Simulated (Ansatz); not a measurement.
Space group P6_3/mmc (No. 194). a = 3.279 Å, b = 3.279 Å, c = 12.789 Å, α = 90.00°, β = 90.00°, γ = 120.00°
```tsv
atom	site	symmetry	x	y	z
W	2c	-6m2	0.3333	0.6667	0.2500
Se	4f	3m.	0.3333	0.6667	0.6183
```

Equation of state of this WSe$_{2}$ structure (not necessarily the ground state), with shape and atoms relaxed at each volume where symmetry leaves them free. Theory: DFT PBE+D3(BJ), scalar-relativistic, plane waves, PAW in Ansatz.

Settings: cutoff 420 eV, Γ-centred mesh 12×12×2 on the computed 6-atom cell, Gaussian smearing of 0.02 eV; no spin polarisation.

| V (Å³/atom) | E − E(largest V) (meV/atom) | P (GPa) | gap on mesh (eV) |
| --- | --- | --- | --- |
| 17.465 | 48.51 | 11.08 | 0.47 |
| 18.061 | 14.80 | 7.18 | 0.58 |
| 18.656 | -5.98 | 4.12 | 0.69 |
| 19.252 | -16.68 | 1.75 | 0.79 |
| 19.847 | -19.75 | -0.01 | 0.90 |
| 20.442 | -17.34 | -1.22 | 1.00 |
| 21.038 | -11.26 | -1.98 | 1.10 |
| 21.832 | 0.00 | -2.47 | 1.23 |

Problem. Fit a third-order Birch–Murnaghan equation to E(V).

Solution. V0 = 19.86 Å³/atom, B0 = 47 GPa, B0' = 10.5. B0' is unusual or poorly fixed by this range.

Spin-orbit coupling is left out, which matters for the bands of heavy elements.